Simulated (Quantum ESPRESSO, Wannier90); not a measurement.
Tight-binding from DFT: TlI (Cmcm)

```
begin unit_cell_cart
ang
    4.6754900000    0.0000000000    0.0000000000
    0.0000000000    0.0000000000   -5.2436600000
   -2.3377450000    6.5440850000    0.0000000000
end unit_cell_cart
begin atoms_frac
Tl  -0.3915400000  0.2500000000  0.2169200000
Tl   0.3915400000 -0.2500000000 -0.2169200000
I   -0.1360100000  0.2500000000 -0.2720200000
I    0.1360100000 -0.2500000000  0.2720200000
end atoms_frac
```

Cell from Materials Project (mp-22858), symmetrised, no further relaxation. COD (Crystallography Open Database) has the formula in 2 space groups, this one among them (matched by group alone). Level: PBEsol, spinors with spin-orbit coupling; pw.x of Quantum ESPRESSO at 56 Ry with PseudoDojo potentials, 6×4×6 k-points, Wannier90. Density: 8×6×8 mesh, cold smearing 0.01 Ry.

A tight-binding model is made by disentanglement and projection with no localisation steps (num_iter = 0), so the 28 orbitals stay atom-like: hydrogen-like Tl: s;p; I: p, axes along x, y, z; frozen window up to 3.06 eV relative to the valence-band maximum. It follows pw.x to 2.0 meV rms for states up to 2.6 eV relative to the valence-band maximum. Matrix elements depend on this choice of orbitals and windows.

The 30 largest hoppings ⟨m,0|H|n,R⟩ between different sites (one of each Hermitian pair; signs follow the real orbitals' lobes; the list may end inside a set of equal values):

```json
[
 {"m": "Tl1 py↑", "n": "I3 py↑", "R": "0 0 1", "distance of the centres (Å)": "3.41", "t (eV)": "1.506", "Im t (eV)": "0.000"},
 {"m": "Tl1 py↓", "n": "I3 py↓", "R": "0 0 1", "distance of the centres (Å)": "3.41", "t (eV)": "1.506", "Im t (eV)": "0.000"},
 {"m": "I4 py↑", "n": "Tl2 py↑", "R": "0 0 1", "distance of the centres (Å)": "3.41", "t (eV)": "1.506", "Im t (eV)": "0.000"},
 {"m": "I4 py↓", "n": "Tl2 py↓", "R": "0 0 1", "distance of the centres (Å)": "3.41", "t (eV)": "1.506", "Im t (eV)": "0.000"},
 {"m": "Tl1 s↑", "n": "I3 py↑", "R": "0 0 1", "distance of the centres (Å)": "3.42", "t (eV)": "0.848", "Im t (eV)": "0.000"},
 {"m": "Tl1 s↓", "n": "I3 py↓", "R": "0 0 1", "distance of the centres (Å)": "3.42", "t (eV)": "0.848", "Im t (eV)": "0.000"},
 {"m": "I4 py↑", "n": "Tl2 s↑", "R": "0 0 1", "distance of the centres (Å)": "3.42", "t (eV)": "-0.848", "Im t (eV)": "0.000"},
 {"m": "I4 py↓", "n": "Tl2 s↓", "R": "0 0 1", "distance of the centres (Å)": "3.42", "t (eV)": "-0.848", "Im t (eV)": "0.000"},
 {"m": "I3 px↑", "n": "Tl2 pz↑", "R": "0 0 0", "distance of the centres (Å)": "3.53", "t (eV)": "0.754", "Im t (eV)": "0.002"},
 {"m": "I3 px↓", "n": "Tl2 pz↓", "R": "0 0 0", "distance of the centres (Å)": "3.53", "t (eV)": "0.754", "Im t (eV)": "-0.002"},
 {"m": "I4 px↑", "n": "Tl1 pz↑", "R": "0 0 0", "distance of the centres (Å)": "3.53", "t (eV)": "0.754", "Im t (eV)": "0.002"},
 {"m": "I4 px↓", "n": "Tl1 pz↓", "R": "0 0 0", "distance of the centres (Å)": "3.53", "t (eV)": "0.754", "Im t (eV)": "-0.002"},
 {"m": "Tl1 pz↑", "n": "I4 px↑", "R": "0 1 0", "distance of the centres (Å)": "3.53", "t (eV)": "-0.754", "Im t (eV)": "0.002"},
 {"m": "Tl1 pz↓", "n": "I4 px↓", "R": "0 1 0", "distance of the centres (Å)": "3.53", "t (eV)": "-0.754", "Im t (eV)": "-0.002"},
 {"m": "I3 px↑", "n": "Tl2 pz↑", "R": "0 1 0", "distance of the centres (Å)": "3.53", "t (eV)": "-0.754", "Im t (eV)": "-0.002"},
 {"m": "I3 px↓", "n": "Tl2 pz↓", "R": "0 1 0", "distance of the centres (Å)": "3.53", "t (eV)": "-0.754", "Im t (eV)": "0.002"},
 {"m": "Tl2 pz↑", "n": "I3 px↑", "R": "1 -1 0", "distance of the centres (Å)": "3.53", "t (eV)": "0.754", "Im t (eV)": "0.002"},
 {"m": "Tl2 pz↓", "n": "I3 px↓", "R": "1 -1 0", "distance of the centres (Å)": "3.53", "t (eV)": "0.754", "Im t (eV)": "-0.002"},
 {"m": "I4 px↑", "n": "Tl1 pz↑", "R": "1 -1 0", "distance of the centres (Å)": "3.53", "t (eV)": "0.754", "Im t (eV)": "-0.002"},
 {"m": "I4 px↓", "n": "Tl1 pz↓", "R": "1 -1 0", "distance of the centres (Å)": "3.53", "t (eV)": "0.754", "Im t (eV)": "0.002"},
 {"m": "Tl2 pz↑", "n": "I3 px↑", "R": "1 0 0", "distance of the centres (Å)": "3.53", "t (eV)": "-0.754", "Im t (eV)": "-0.002"},
 {"m": "Tl2 pz↓", "n": "I3 px↓", "R": "1 0 0", "distance of the centres (Å)": "3.53", "t (eV)": "-0.754", "Im t (eV)": "0.002"},
 {"m": "I4 px↑", "n": "Tl1 pz↑", "R": "1 0 0", "distance of the centres (Å)": "3.53", "t (eV)": "-0.754", "Im t (eV)": "0.002"},
 {"m": "I4 px↓", "n": "Tl1 pz↓", "R": "1 0 0", "distance of the centres (Å)": "3.53", "t (eV)": "-0.754", "Im t (eV)": "-0.002"},
 {"m": "I3 pz↑", "n": "Tl2 px↑", "R": "0 0 0", "distance of the centres (Å)": "3.53", "t (eV)": "0.745", "Im t (eV)": "0.005"},
 {"m": "I3 pz↓", "n": "Tl2 px↓", "R": "0 0 0", "distance of the centres (Å)": "3.53", "t (eV)": "0.745", "Im t (eV)": "-0.005"},
 {"m": "I4 pz↑", "n": "Tl1 px↑", "R": "0 0 0", "distance of the centres (Å)": "3.53", "t (eV)": "0.745", "Im t (eV)": "0.005"},
 {"m": "I4 pz↓", "n": "Tl1 px↓", "R": "0 0 0", "distance of the centres (Å)": "3.53", "t (eV)": "0.745", "Im t (eV)": "-0.005"},
 {"m": "Tl1 px↑", "n": "I4 pz↑", "R": "0 1 0", "distance of the centres (Å)": "3.53", "t (eV)": "-0.745", "Im t (eV)": "0.005"},
 {"m": "Tl1 px↓", "n": "I4 pz↓", "R": "0 1 0", "distance of the centres (Å)": "3.53", "t (eV)": "-0.745", "Im t (eV)": "-0.005"}
]
```
